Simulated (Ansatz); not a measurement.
Geometry optimisation in Ansatz: input, command and trajectory.

```yaml
crystal:
  lattice:
    - [5.5295367578, 0.0, 0.0]
    - [-2.7647683789, 4.7887193034, 0.0]
    - [0.0, 0.0, 5.0814960742]
  atoms:
    - { symbol: Hf, position: [0.6677922661, 0.6677922661, 0.7470190403] }
    - { symbol: Hf, position: [0.0, 0.3322077339, 0.7470190403] }
    - { symbol: Hf, position: [0.3322077339, 0.0, 0.7470190403] }
    - { symbol: Hf, position: [0.3322077339, 0.3322077339, 0.2529809597] }
    - { symbol: Hf, position: [0.0, 0.6677922661, 0.2529809597] }
    - { symbol: Hf, position: [0.6677922661, 0.0, 0.2529809597] }
    - { symbol: "N", position: [0.6666666667, 0.3333333333, 0.5] }
    - { symbol: "N", position: [0.3333333333, 0.6666666667, 0.5] }
    - { symbol: "N", position: [0.0, 0.0, 0.0] }
basis:
  ecutwfc: 420
kpoints:
  mp_grid: { grid: [6, 6, 8] }
hamiltonian:
  xc: pbesol
scf:
  occupations: { method: gaussian, width: 0.1 }
output:
  forces: true
  stress: true
  eigenvalues: true
  write_density: true
  write_potential: true
  elf: true
  volumetric_format: npy
relax:
  adjacent_minimum: "off"
  f_tol: 0.01
  max_steps: 60
  cell: { stress_tol: 0.1 }
```

```bash
ansatz run input.yaml --threads 2 --pin off --max-ram 5120MiB --backend cpu --events-out ev --progress --plain --runs-dir out
```

These are results of DFT PBEsol, scalar-relativistic, plane waves, PAW (Ansatz 0.2.0), not measurements.

Of 4 frames 3 are shown, positions in Å and forces in eV/Å; the SCF threshold varies from step to step. Steps run on the plane waves of an earlier cell, with a Pulay correction in the pressure. The basis is chosen afresh for the last frame, the zero of the energies, and at times for earlier ones too; energy and pressure can step there, also at an unchanged geometry. Where two frames share a geometry here, they differ by under 2 meV/atom and 0.3 GPa. The mark taken_back stands on steps that the optimiser undid.

```xyz
9
Lattice="5.5295 0.0000 0.0000 -2.7648 4.7887 0.0000 0.0000 0.0000 5.0815" Properties=species:S:1:pos:R:3:forces:R:3 pbc="T T T" step=1 free_energy_over_end_meV_per_atom=0.03 pressure_GPa=0.22
Hf    1.8463    3.1979    3.7960    0.0078    0.0135    0.0037
Hf   -0.9185    1.5909    3.7960    0.0078   -0.0135    0.0037
Hf    1.8370    0.0000    3.7960   -0.0156    0.0000    0.0037
Hf    0.9185    1.5909    1.2855   -0.0078   -0.0135   -0.0037
Hf   -1.8463    3.1979    1.2855   -0.0078    0.0135   -0.0037
Hf    3.6926    0.0000    1.2855    0.0156    0.0000   -0.0037
N     2.7648    1.5962    2.5407    0.0000    0.0000    0.0000
N     0.0000    3.1925    2.5407    0.0000    0.0000    0.0000
N     0.0000    0.0000    0.0000    0.0000    0.0000    0.0000
9
Lattice="5.5384 0.0000 0.0000 -2.7692 4.7964 0.0000 0.0000 0.0000 5.0779" Properties=species:S:1:pos:R:3:forces:R:3 pbc="T T T" step=2 free_energy_over_end_meV_per_atom=0.15 pressure_GPa=-0.24 taken_back
Hf    1.8507    3.2055    3.7911   -0.0217   -0.0376    0.0240
Hf   -0.9185    1.5909    3.7911   -0.0217    0.0376    0.0240
Hf    1.8370    0.0000    3.7911    0.0435    0.0000    0.0240
Hf    0.9185    1.5909    1.2868    0.0217    0.0376   -0.0240
Hf   -1.8507    3.2055    1.2868    0.0217   -0.0376   -0.0240
Hf    3.7013    0.0000    1.2868   -0.0435    0.0000   -0.0240
N     2.7692    1.5988    2.5389    0.0000    0.0000    0.0000
N     0.0000    3.1976    2.5389    0.0000    0.0000    0.0000
N     0.0000    0.0000    0.0000    0.0000    0.0000    0.0000
9
Lattice="5.5330 0.0000 0.0000 -2.7665 4.7917 0.0000 0.0000 0.0000 5.0803" Properties=species:S:1:pos:R:3:forces:R:3 pbc="T T T" step=4 free_energy_over_end_meV_per_atom=0.00 pressure_GPa=0.02
Hf    1.8478    3.2004    3.7948    0.0008    0.0014    0.0031
Hf   -0.9187    1.5913    3.7948    0.0008   -0.0014    0.0031
Hf    1.8375    0.0000    3.7948   -0.0016    0.0000    0.0031
Hf    0.9187    1.5913    1.2855   -0.0008   -0.0014   -0.0031
Hf   -1.8478    3.2004    1.2855   -0.0008    0.0014   -0.0031
Hf    3.6955    0.0000    1.2855    0.0016    0.0000   -0.0031
N     2.7665    1.5972    2.5402    0.0000    0.0000    0.0000
N     0.0000    3.1945    2.5402    0.0000    0.0000    0.0000
N     0.0000    0.0000    0.0000    0.0000    0.0000    0.0000
```

Time: 78 s on 2 threads of Oxide Virtual Turin-like Processor (Zen 5) (shared host), peak memory 0.84 GiB.

Spin–orbit coupling is left out, which can shift energies with elements as heavy as these.